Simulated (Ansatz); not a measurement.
Input file for Ansatz (a first-principles code):

Ansatz 0.2 input:
```yaml
crystal:
  lattice:
    - [5.7537514977, 0.0, 0.0]
    - [-2.8768757489, 4.9828949641, 0.0]
    - [0.0, 0.0, 4.6026024784]
  atoms:
    - { symbol: Mn, position: [0.8367112884, 0.6734225768, 0.25], spin: 3.89 }
    - { symbol: Mn, position: [0.1632887116, 0.8367112884, 0.75], spin: 3.89 }
    - { symbol: Mn, position: [0.3265774232, 0.1632887116, 0.25], spin: 3.89 }
    - { symbol: Mn, position: [0.1632887116, 0.3265774232, 0.75], spin: 3.89 }
    - { symbol: Mn, position: [0.8367112884, 0.1632887116, 0.25], spin: 3.89 }
    - { symbol: Mn, position: [0.6734225768, 0.8367112884, 0.75], spin: 3.89 }
    - { symbol: Sn, position: [0.3333333333, 0.6666666667, 0.25], spin: -0.36 }
    - { symbol: Sn, position: [0.6666666667, 0.3333333333, 0.75], spin: -0.36 }
kpoints:
  mp_grid: { grid: [8, 8, 9] }
hamiltonian:
  xc: r2scan
  pseudopotentials: { kind: paw }
magnetization: { spin_polarized: true }
scf:
  occupations: { method: gaussian, width: 0.1 }
checkpoint: { read: metal.run }
output: { bader: true, populations: true }
```

Output (shortened):

```
Pseudopotential: Mn, paw, valence charge 15
Pseudopotential: Sn, paw, valence charge 14
Functional definition: r2SCAN
Crystal: 8 atoms, lattice volume = 131.958 Å³
Basis set: ecut = 500 eV, 3389 PW (Γ), exchange–correlation on 180×180×144 points (64 copies of the dense FFT grid, shifted against one another)
Bands: 86, of which v1, the nominal top of the filled ones, is band 59 counted from 1 (58 counted from 0)
Symmetry: 24 space group operations
Space group: P63/mmc (ITA 194), of the structure as read, at distance tolerance 5.1e-5 Å
k-points: 50 of 576
Stability of the state it starts from, as read at its close in the collinear treatment (another_mixer)
Starting moments: Σ|m| = 24.06 μB on 8 of 8 sites; this step starts from the density that it was given
iter 1 solved again at ethr=2.80e-8 eV; its pass at ethr=3.10e-3 eV (dr2=3.31e-5 eV) is discarded
SCF iter   1: F=—  HF=-35501.403173 eV  |F-HF|=—  |Δ(HF+E_count)|=         —  Δρ=1.26e-7 (↑1.26e-7 ↓1.05e-7)  dr2=1.18e-10  dr2_τ=7.67e-13  dr2_m=9.26e-13  M=22.381 μB ∫|m|=23.806 μB  β_m=1.20  ethr=2.80e-8  ⟨swp⟩=3.7  Hψ=58733  notcnv=0
preconditioner: auto → Kerker (q_TF=auto, 2.678 Å⁻¹)
spin=Collinear: Kerker preconditioning applied to the charge; magnetization (m = ρ↑ − ρ↓) channel mixes plain (no charge-response kernel on spin).
SCF iter   2: F=-35501.403173 eV  HF=-35501.403173 eV  |F-HF|=2.91e-11  |Δ(HF+E_count)|=   9.01e-9  Δρ=6.90e-8 (↑6.22e-8 ↓6.90e-8)  dr2=1.61e-11  dr2_τ=6.65e-13  dr2_m=6.31e-13  M=22.381 μB ∫|m|=23.806 μB  ethr=1.00e-12  ⟨swp⟩=8.2  Hψ=35654  notcnv=0
SCF 1 converged in 2 iterations: F = -35501.403173 eV  dr2 = 1.61e-11
Stability not checked (another_mixer)
WARN: this result may not be the lowest state: it starts from a saved state, and a run that led to that state saw a lower one. See that run's warnings
SCF converged after 2 iterations
Magnetization: 22.3805 μB (70.1903 up, 47.8097 down)
Absolute magnetization: 23.8132 μB (∫|ρ↑−ρ↓|, with the PAW one-centre terms)
Spin contamination: 0.7828 ħ² per cell (⟨S²⟩ above its minimum at these occupations)
Per-site moments (μB) at R_I (Å): [(3.7739054856851286, 1.162642495809106), (3.7739054856851264, 1.1626424958091057), (3.7739054856851295, 1.1626424958091057), (3.7739054856851277, 1.1626424958091057), (3.773905485685128, 1.1626424958091055), …
Free energy (F): -35501.403173 eV
Harris-Foulkes:  -35501.403173 eV  (|F-HF|=2.91e-11)
Internal energy: -35501.368583 eV  (E = F + TS)
E sigma→0 (E₀):  -35501.385878 eV
Entropy (-TS):   -0.034589 eV (-4.324 meV/atom)
Fermi energy:    14.655565 eV
--- Per-component energies (eV) ---
  E_band       = -1644.545775
  E_kinetic    = 2189.254576
  E_local      = -13091.666939  (includes V_loc(G=0)·N_el)
  E_nonlocal   = 1441.118007
  E_hartree    = 5790.108969
  E_xc         = -1397.164291
  E_vxc        = -1163.576103  (∫ρ·V_xc dr)
  E_paw        = -16220.555290  (= ΣΔE_a)
  E_vpaw       = -2678.802606  (= ΣTr[D̂ρ^β])
  E_aug_tail   = -0.000027  (compensation charges beyond the density's cutoff)
  E_vtau       = 78.909187  (kinetic-family band-sum trace: ∫τ·v_τ [+ j·A + Jᵃ·Aᵃ] dr)
  E_ewald      = -14212.235969
  E_core_change = -0.227619  (= ΣΔE_core)
  E_smearing   = -0.034589  (= −TS)
  E_closure    =  0.000000  (closes the sum)
  Σ components = -35501.403173   (vs F -35501.403173, Δ=0.00e0)
  [band-id]    e_kinetic+e_local+e_nonlocal+2·e_hartree+e_vxc+e_vpaw+e_augmentation_tail+e_vtau = -1644.545968   (vs E_band -1644.545775, Δ=-1.93e-4)
--- Band table (eV; the first three rows and the last of 100) ---
  k-point 0 ↑: bands = ["-69.9470", "-69.9305", "-69.9305", "-69.9273", "-69.9208", "-69.9208", "-37.5080", "-37.5080", "-37.4891", "-37.4891", "-37.4887", "-37.4743", "-37.4519", "-37.4423", "-37.4423", "-37.4269", "-37.4224", "-37.3761", "-37.3761", …
  k-point 1 ↑: bands = ["-69.9464", "-69.9302", "-69.9302", "-69.9279", "-69.9211", "-69.9211", "-37.5104", "-37.5104", "-37.4915", "-37.4915", "-37.4860", "-37.4729", "-37.4519", "-37.4373", "-37.4373", "-37.4283", "-37.4219", "-37.3762", "-37.3762", …
  k-point 2 ↑: bands = ["-69.9447", "-69.9296", "-69.9294", "-69.9294", "-69.9219", "-69.9219", "-37.5149", "-37.5149", "-37.4978", "-37.4978", "-37.4787", "-37.4688", "-37.4520", "-37.4324", "-37.4254", "-37.4254", "-37.4201", "-37.3772", "-37.3772", …
  k-point 49 ↓: bands = ["-64.6971", "-64.6932", "-64.6914", "-64.6910", "-64.6861", "-64.6855", "-32.2934", "-32.2903", "-32.2794", "-32.2760", "-32.2553", "-32.2404", "-32.2201", "-32.2141", "-32.1838", "-32.1811", "-32.1694", "-32.1662", "-32.1660", …
--- Löwdin populations: 8 sites ---
  site symbol       q [e]    m [muB]
     0     Mn     14.4630     3.8934
     1     Mn     14.4630     3.8934
     2     Mn     14.4630     3.8934
     3     Mn     14.4630     3.8934
     4     Mn     14.4630     3.8934
     5     Mn     14.4630     3.8934
     6     Sn     15.0007    -0.3572
     7     Sn     15.0007    -0.3572
  spilling = 0.010343 (of n_electrons = 118.000000)
--- Bader charges: 8 sites ---
  site symbol  charge [e]  shift [e]    m [muB]
     0     Mn      0.2197     0.0000     3.8231
     1     Mn      0.2197     0.0000     3.8231
     2     Mn      0.2197     0.0000     3.8231
     3     Mn      0.2197     0.0000     3.8231
     4     Mn      0.2197     0.0000     3.8231
     5     Mn      0.2197     0.0000     3.8231
     6     Sn     -0.6592     0.0001    -0.2791
     7     Sn     -0.6592     0.0001    -0.2791
  shift: an alarm, by how much a part of what the PAW files miss would move the charge. Where it is large, compare
  with a run on PAW files of another source; a small one proves nothing
  estimated error of the sums over rays = 4.2e-4 e
```

Cost: about 3 core-minutes (a rough figure) on shared cores.

Space group P6_3/mmc. The cell was relaxed with r²SCAN under the symmetry of its start. The final state is ferromagnetic, chosen from 3 collinear starts compared on coarse meshes (ties went to the first, and starts can fall back to one state), not a proven ground state. The program gave a warning on the electronic state, which may not be the lowest. For itinerant 3d metals, meta-GGAs of the SCAN family and hybrids are commonly reported to give too large moments. Point labels and valley counts follow the cell and symmetry of the run, lower than the named group. Spin–orbit coupling is left out wherever it is not named.

Potentials: the later of the program's two PAW sets.

Ansatz is a plane-wave DFT program.
